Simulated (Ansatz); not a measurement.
**Property card for BeS**

BeS:
Space group P-6m2 (No. 187); a = 3.2256 Å, b = 3.2256 Å, c = 2.9244 Å, α = 90.00°, β = 90.00°, γ = 120.00°

```tsv
atom	site	symmetry	x	y	z
Be	1a	-6m2	0.0000	0.0000	0.0000
S	1f	-6m2	0.6667	0.3333	0.5000
```

Space group P-6m2 (No. 187); conventional cell a = 3.226 Å, b = 3.226 Å, c = 2.924 Å, α = 90.00°, β = 90.00°, γ = 120.00°.

Method: plane-wave PAW PBE (Ansatz code). Structure relaxed to zero pressure with the same functional. Other levels are named where they apply.

### Cell and energy

- Volume per atom = 13.18 Å³
- Density = 2.59 g/cm³
- Formation energy from the elements (no fitted shifts) = -0.13 eV/atom

### Electronic structure

- Electronic character: metallic (no gap)
- Density of states at the Fermi level: 0.28 states/eV per atom (mean over ±0.08 eV)

### Mechanics

Bulk modulus (Birch–Murnaghan fit): 88.0 GPa
Pressure derivative B′: 3.2

A made-up cell: these elements were put on the sites of a structure type; neither database checked (COD, Materials Project) lists it. COD files the formula under space group No. 216, so this cell is another polymorph or a model. Its standing as an ambient phase is unchecked. Symmetry was held in the PBE relaxation; whether a distortion lowers the energy is not shown. The references are the lowest solids computed at this level, not always the standard phases.

Potentials: the later of the program's two PAW sets.
